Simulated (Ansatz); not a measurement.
Suppose ZrInS3 takes space group Pm-3m (No. 221), with Zr on 1b; In on 1a; S on 3d.

Method: DFT PBE, scalar-relativistic, plane waves, PAW (Ansatz 0.2.0). Cutoff 420 eV, Γ-centred mesh, Gaussian smearing, collinear spin.

The zero of energy is the elements' standard structures at the same level; no fitted shifts are applied.

**Question.** Predict the relaxed structure.

**Answer.**

Space group Pm-3m (No. 221). a = 4.900 Å, b = 4.900 Å, c = 4.900 Å, α = 90.00°, β = 90.00°, γ = 90.00°
```csv
atom,site,symmetry,x,y,z
Zr,1b,m-3m,0.5000,0.5000,0.5000
In,1a,m-3m,0.0000,0.0000,0.0000
S,3d,4/mm.m,0.5000,0.0000,0.0000
```

It has the cubic perovskite type. Zr has 12 S at 3.46 Å; In is surrounded by 6 S at 2.45 Å; S has 2 In at 2.45 Å, 4 Zr at 3.46 Å and 8 S at 3.46 Å.

**Question.** Where does its energy lie, and is it a metal?

**Answer.** The energy over the elements is +0.16 eV/atom, the gap on the 8×8×8 mesh of the 5-atom cell is 0 eV (a metal) and the net moment per atom is 0.18 μB. The moment by site is Zr 1.0 μB. A positive value: parting into the elements would lower its energy.

The last run used collinear spin and Gaussian smearing of 0.10 eV. The reference form of S is held partly by dispersion forces, which this level lacks. Another magnetic order may lie lower. A structure relaxed within its symmetry needn't be a true minimum. Another cell of ZrInS3 relaxed alike but without spin, in Pm-3m, lies 0.95 eV/atom lower, so this cell isn't the stable form at this level. Site moments count only spheres around the atoms; the net moment includes the space between them.
